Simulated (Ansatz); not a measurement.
## Elastic constants of InP at 18 GPa (stress–strain coefficients): input and output

The calculation used DFT LDA, scalar-relativistic, plane waves, PAW (Ansatz 0.2.0).

Launched with:
```bash
ansatz run input.yaml --threads 1 --pin off --max-ram 3072MiB --backend cpu --events-out ev --progress --plain --runs-dir out
```

Input (bare energies are in eV):
```yaml
crystal:
  lattice:
    - [0.0, 2.7519267636, 2.7519267636]
    - [2.7519267636, 0.0, 2.7519267636]
    - [2.7519267636, 2.7519267636, 0.0]
  atoms:
    - { symbol: In, position: [0.0, 0.0, 0.0] }
    - { symbol: P, position: [0.75, 0.75, 0.75] }
basis:
  ecutwfc: 420
kpoints:
  mp_grid: { grid: [10, 10, 10] }
hamiltonian:
  xc: lda
scf:
  occupations: { method: fixed }
output:
  forces: true
  stress: true
  eigenvalues: true
  polarization: {}
elastic:
  mode: relaxed_ion
  stencil: two_point
```

From the output:
```
--- Elastic constants: 2 strain directions × 2 members + reference (group order 24) ---
  dense FFT box of the reference and of every strained cell: 27×27×27
  strains applied: 11, 23; error gains: componentwise 1.00 (the most a stress slope's error grows in a printed constant), spectral 1.73 (1 for all six strains in a standard setting)
  C = ∂σ_k/∂η_j (tension-positive GPa; Voigt order 11 22 33 23 13 12):
       165.749    135.234    135.234     -0.000      0.000      0.000
       135.234    165.749    135.234     -0.000      0.000     -0.000
       135.234    135.234    165.749     -0.000     -0.000      0.000
        -0.000     -0.000     -0.000     38.474      0.000     -0.000
        -0.000     -0.000     -0.000      0.000     38.474     -0.000
         0.000     -0.000      0.000      0.000     -0.000     38.474
  reference stress σ⁰ (GPa):    -17.986    -17.986    -17.986     -0.000      0.000     -0.000
  C* (energy form; C + prestress term) asymmetry max|C*_kj − C*_jk| = 4.263e-14 GPa — a small one proves nothing (zero by symmetry where the batch's group is 432, −43m or m−3m); a large one is finite-difference/SCF noise where every solve ...
  moduli (Voigt/Reuss/Hill, GPa): K = 145.41/145.41/145.41   G = 29.19/23.92/26.55   E = 75.09   ν = 0.414
  mechanically stable: yes (min eigenvalue of sym C = 30.51 GPa)
  e, the proper piezoelectric tensor (elastic.mode: relaxed_ion; C/m²; rows x y z; Voigt order 11 22 33 23 13 12):
       0.00000   -0.00000   -0.00000   -0.45049    0.00000    0.00000
       0.00000    0.00000    0.00000   -0.00000   -0.45049   -0.00000
      -0.00000    0.00000    0.00000   -0.00000   -0.00000   -0.45049
  ±, each entry's uncertainty from the finite density of the strings (C/m²), an estimate: the size of the correction for it that the entry includes:
       0.00000    0.00000    0.00000    0.00506    0.00000    0.00000
       0.00000    0.00000    0.00000    0.00000    0.00506    0.00000
       0.00000    0.00000    0.00000    0.00000    0.00000    0.00506
  the group's symmetry takes up to 6.2e-8 C/m² out of the measured responses: error of the strings' finite density and of the mesh across them, as far as it breaks the symmetry (raise kpoints.mp_grid and any string_points); the largest step ...
  strain η (Voigt 11):  stress-route row diagonal C_11 = 165.75 GPa, energy-path curvature d²(F+E_count+ΔE)/dδ²/Ω₀ = 165.75 GPa
         δ    σ_11 (GPa) F (eV) n_scf n_hpsi n_pw
    -2.000e-3     -18.3176       -6183.1701193       8   30685    869   relax 0 steps, max|allowed force component| 8.33e-17 eV/Å
     2.000e-3     -17.6546       -6183.1888413       8   30732    869   relax 0 steps, max|allowed force component| 8.33e-17 eV/Å
  strain η (Voigt 23):  stress-route row diagonal C_44 = 38.47 GPa, energy-path curvature d²(F+E_count+ΔE)/dδ²/Ω₀ = 47.46 GPa
         δ    σ_23 (GPa) F (eV) n_scf n_hpsi n_pw
    -2.000e-3      -0.0769       -6183.1795396       2   22309    869   relax 3 steps, max|allowed force component| 8.00e-8 eV/Å
     2.000e-3       0.0769       -6183.1795396       2   22389    869   relax 3 steps, max|allowed force component| 8.21e-8 eV/Å
--- Formal polarisation (Berry phase): one branch of a lattice of values; only differences between neighbouring runs are physical ---
  axis mesh electronic ionic p = total spread (rad) least overlap resolved gap  δp at fixed H ≤   (phases in cycles; p mod 1; gap in eV; gap and δp judge the states as solved, not the mesh's step, its ...
  b1    10×10×10        0.00000000     3.75000000     3.75000000      0.310883         0.8311        1.4711           5.6e-6
  b2    10×10×10        0.00000000     3.75000000     3.75000000      0.310883         0.8311        1.4711           5.6e-6
  b3    10×10×10       -0.00000000     3.75000000     3.75000000      0.310883         0.8311        1.4711           5.6e-6
  quantum along a1:   0.09337084 e/Å² =   149.596576 µC/cm²
  quantum along a2:   0.09337084 e/Å² =   149.596576 µC/cm²
  quantum along a3:   0.09337084 e/Å² =   149.596576 µC/cm²
  P = (  0.49517365,   0.49517365,   0.49517365) e/Å² = (  793.355647,   793.355647,   793.355647) µC/cm²  (mod the quanta)
```

The run took 66 s on 1 thread of Intel(R) Xeon(R) Platinum 8488C (Sapphire Rapids) (shared host), peak memory 0.57 GiB.

The real crystal has changed phase below this pressure.